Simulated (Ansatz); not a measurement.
Consider the following.

GaPt3:
```xyz
8
Lattice="-2.7486 2.7486 3.9640 2.7486 -2.7486 3.9640 2.7486 2.7486 -3.9640" Properties=species:S:1:pos:R:3 pbc="T T T"
Ga     2.7486     0.0000     1.9820
Ga     0.0000     2.7486     1.9820
Pt     1.1348     1.6138     0.0000
Pt     1.6138     1.1348     3.9640
Pt     3.8834     1.1348     0.0000
Pt    -1.1348     1.6138     3.9640
Pt     0.0000     0.0000     1.9820
Pt     0.0000     0.0000     5.9459
```

This is the r²SCAN-relaxed structure.

Problem. All from r²SCAN in the plane-wave PAW code Ansatz, unless another level is named. Estimate the density of states at the Fermi level.

Solution. 0.55 states/eV per atom (mean over ±0.08 eV).

Problem. Give the formation energy from the elements (no fitted shifts).

Solution. -46 kJ/mol of atoms.

Space group I4/mcm. The workflow started from a Materials Project entry (that database holds measured and hypothetical structures alike); the Crystallography Open Database copy checked does not list it. COD files the formula under space group No. 127, so this cell is another polymorph or a model. Whether it is the stable phase at ambient conditions was not checked. The cell was relaxed with r²SCAN under the symmetry of its start; its stability against distortions is not shown here. The run is not spin-polarised. The references are the lowest solids computed at this level, not always the standard phases. Scalar-relativistic: spin–orbit coupling is off unless named, which matters more the heavier the elements.

Potentials: the later of the program's two PAW sets.
